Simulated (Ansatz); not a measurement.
TiN (rock salt)

```
CELL_PARAMETERS angstrom
      0.00000     2.11625     2.11625
      2.11625     0.00000     2.11625
      2.11625     2.11625     0.00000
ATOMIC_POSITIONS crystal
  N  0.00000 0.00000 0.00000
  Ti 0.50000 0.50000 0.50000
```

Equation-of-state scan: isotropic scaling of the cell above, V₀ being its volume. Symmetry pins the atoms to their sites.

All values below come from r2SCAN (plane waves to 500 eV, PAW, scalar-relativistic; Ansatz, an electronic-structure program). k mesh 19×19×19 (Γ-centred), Fermi-Dirac smearing 0.05 eV. E stands for the smeared free energy. Stress and pressure are positive under compression. TiN is run without spin polarisation. TiN was relaxed with its symmetry unable to fall. ΔE is measured from the relaxed starting cell. The last digit holds for this mesh only.

```tsv
V (Å³/atom)	ΔE (meV/atom)
7.961	302.1
8.214	198.9
8.467	120.9
8.719	64.6
8.972	27.4
9.225	6.5
9.478	0.0
9.730	5.9
9.983	22.7
10.236	withheld
10.489	83.3
10.741	124.9
10.994	172.6
```

Fit a third-order Birch-Murnaghan form (E₀, V₀, B₀, B₀′ free) to the given rows and predict ΔE at V = 10.236.

Least squares on the 12 given rows: ΔE = E₀ + (9V₀B₀/16)·y²·[2 + (B₀′ − 4)y], y = (V₀/V)^(2/3) − 1, with V₀ = 9.478 Å³/atom, B₀ = 295.1 GPa (160.2 GPa = 1 eV/Å³; the term in eV is multiplied by 1000), B₀′ = 4.18, E₀ = 0.02 meV/atom; root-mean-square residual 0.12 meV/atom. At 10.236 the fit gives 48.9 meV/atom; the calculation gives 48.9 meV/atom, the same to the digits shown. For the pressure the fit gives -19.3 GPa against the computed -19.3 GPa.

(Under strain, the slope of the energy per volume gives the stress and its curvature an elastic modulus.)
